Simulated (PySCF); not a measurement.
PySCF single point, PBE/def2-TZVP, density fitting, vacuum, on pentafluoroethane, C2HF5 (SMILES FC(F)C(F)(F)F), charge 0, multiplicity 1.

```python
from pyscf import gto, scf, dft
mol = gto.M(atom='''
F     -1.269694    -1.084923    -0.464255
C     -0.775520    -0.000075     0.149901
F     -1.269564     1.084923    -0.463867
C      0.770529    -0.000210     0.047571
F      1.202919    -0.000448    -1.205245
F      1.269694     1.075668     0.659174
F      1.269579    -1.075698     0.659697
H     -1.091585    -0.000366     1.205245
''', basis='def2-TZVP', charge=0, spin=0, verbose=3)
mf = dft.RKS(mol, xc='PBE')
mf = mf.density_fit()
mf.max_cycle = 100
e = mf.kernel()
print('converged', mf.converged)
print('E_total', e)
print('nao', mol.nao)
print('HOMO', mf.mo_energy[mf.mo_occ > 0].max())
mf.dip_moment()
```

The program's output:

```
converged SCF energy = -575.728596859424
converged True
E_total -575.7285968594236
nao 223
HOMO -0.318139771702171
Dipole moment(X, Y, Z, Debye): -0.56731, -0.00037,  1.22646
```

The total energy is -15666.37 eV.
